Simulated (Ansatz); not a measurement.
AlCuCl4:
```yaml
crystal:
  lattice:
    - [5.43097, 0.00000, 0.00000]
    - [0.00000, 5.43097, 0.00000]
    - [0.00000, 0.00000, 10.01976]
  atoms:
    - { symbol: Al, position: [0.00000, 0.50000, 0.25000] }
    - { symbol: Al, position: [0.50000, 0.00000, 0.75000] }
    - { symbol: Cu, position: [0.00000, 0.00000, 0.00000] }
    - { symbol: Cu, position: [0.00000, 0.00000, 0.50000] }
    - { symbol: Cl, position: [0.27101, 0.23289, 0.87217] }
    - { symbol: Cl, position: [0.23289, 0.72899, 0.12783] }
    - { symbol: Cl, position: [0.72899, 0.76711, 0.87217] }
    - { symbol: Cl, position: [0.76711, 0.27101, 0.12783] }
    - { symbol: Cl, position: [0.27101, 0.76711, 0.62783] }
    - { symbol: Cl, position: [0.23289, 0.27101, 0.37217] }
    - { symbol: Cl, position: [0.72899, 0.23289, 0.62783] }
    - { symbol: Cl, position: [0.76711, 0.72899, 0.37217] }
```

This is the r²SCAN-relaxed structure.

Task: All from the program Ansatz at the r²SCAN level (PAW), unless another level is named. Give the formation energy from the elements (no fitted shifts).

Result: -1.33 eV/atom.

Task: And the HSE06 gap on the r²SCAN cell?

Result: 4.49 eV.

Task: And the valence-band maximum?

Result: at M.

Space group P-42c. The workflow started from a Materials Project entry (that database holds measured and hypothetical structures alike); the Crystallography Open Database copy checked does not list it. COD files the formula under space group No. 33. Its standing as an ambient phase is unchecked. The cell was relaxed with r²SCAN under the symmetry of its start; whether a distortion lowers the energy is not shown. The run is not spin-polarised. The references are the lowest solids computed at this level, not always the standard phases (solids in place of the gases).

Potentials: the later of the program's two PAW sets.
